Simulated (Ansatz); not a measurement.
Phonons of KTaO3 (cubic perovskite) at Γ, X = (0.5, 0.0, 0.0), M = (0.5, 0.5, 0.0), R = (0.5, 0.5, 0.5).

KTaO₃ (cubic perovskite)

```yaml
crystal:
  lattice:
    - [4.02318, 0.00000, 0.00000]
    - [0.00000, 4.02318, 0.00000]
    - [0.00000, 0.00000, 4.02318]
  atoms:
    - { symbol: K, position: [0.00000, 0.00000, 0.00000] }
    - { symbol: Ta, position: [0.50000, 0.50000, 0.50000] }
    - { symbol: O, position: [0.00000, 0.50000, 0.50000] }
    - { symbol: O, position: [0.50000, 0.50000, 0.00000] }
    - { symbol: O, position: [0.50000, 0.00000, 0.50000] }
```

Level of theory: PBE (plane waves to 420 eV, PAW, scalar-relativistic; Ansatz, an electronic-structure program). Harmonic phonons by density-functional perturbation theory on a 8×8×8 k mesh, in cm⁻¹; i marks imaginary ones, q is in fractions of the reciprocal vectors of the cell shown, and the three acoustic modes at Γ are left out. The non-analytic (LO-TO) term is not included, so polar modes at Γ have their transverse values. KTaO3 is run without spin polarisation. KTaO3 was relaxed with its symmetry unable to fall. Spin-orbit coupling is left out, though Ta is heavy. The PAW data are Ansatz's earlier set.

| q | wavenumbers (cm⁻¹) |
|---|---|
| Γ | 73i (×3), 178 (×3), 265 (×3), 504 (×3) |
| X = (0.5, 0.0, 0.0) | 15 (×2), 160 (×2), 169 (×2), 187, 202, 287, 329 (×2), 418, 472 (×2), 805 |
| M = (0.5, 0.5, 0.0) | 26, 147 (×2), 160, 163, 234 (×2), 328 (×2), 351 (×2), 419, 438, 533, 853 |
| R = (0.5, 0.5, 0.5) | 156 (×3), 175 (×3), 252 (×3), 422 (×3), 499 (×2), 886 |

The structure is unstable at this level: the lowest mode is 73i cm⁻¹ at Γ. KTaO3 is measured in this form, so the imaginary mode is a miss of this level unless the crystal transforms on cooling or is held by pressure.

Highest mode: 886 cm⁻¹ at R = (0.5, 0.5, 0.5).
